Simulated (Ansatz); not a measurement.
Here is an unrelaxed guess for ScFeC₄N₄.

```
Sc Fe C N
1.0
     6.02985    0.00000    0.00000
     0.00000    6.02985    0.00000
     0.00000    0.00000    6.02985
Sc Fe C N
1 1 4 4
Direct
  0.00000 0.00000 0.00000
  0.50000 0.50000 0.50000
  0.19360 0.19360 0.19360
  0.19360 0.80640 0.80640
  0.80640 0.19360 0.80640
  0.80640 0.80640 0.19360
  0.30563 0.30563 0.30563
  0.30563 0.69437 0.69437
  0.69437 0.30563 0.69437
  0.69437 0.69437 0.30563
```

The calculation used DFT PBE, scalar-relativistic, plane waves, PAW in Ansatz. Settings: cutoff 420 eV, Γ-centred mesh 4×4×4 on the computed 10-atom cell, Gaussian smearing of 0.10 eV; collinear spin from starting moments 0.0 4.0 0.0 0.0 0.0 0.0 0.0 0.0 0.0 0.0 μB.

Formation energies are uncorrected and refer to the elements' standard structures at the same level (N₂ as a molecule).

Question: How far from equilibrium is it?

Answer: The pressure is 4.9 GPa (it wants to expand), the largest force is 2.66 eV/Å, and the energy is +0.34 eV/atom against the elements. The shortest distance is 1.17 Å.

Question: Is it a good guess?

Answer: A fair one: relaxing gains about 0.14 eV/atom in 9 ionic steps and ends at +0.202 eV/atom on the finer mesh. The symmetry stays P-43m (No. 215). The volume per atom grows by 5.9 %, from 21.9 to 23.2 Å³. The shortest distance stays 1.17 Å (C–N). Conventional cell: a = 6.146 Å. Around Sc lie 4 C at 2.23 Å; Fe is surrounded by 4 N at 1.92 Å; C is surrounded by 1 N at 1.17 Å and 1 Sc at 2.23 Å; N has 1 C at 1.17 Å and 1 Fe at 1.92 Å.

The last run used collinear spin, a 6×6×6 mesh for its 10-atom cell and Gaussian smearing of 0.01 eV. The reference form of C is held partly by dispersion forces, which this level lacks. Another magnetic order may lie lower. The relaxation can't lower the symmetry of the start, and the grade says only how near the guess is to its own end. A structure relaxed within its symmetry needn't be a true minimum.
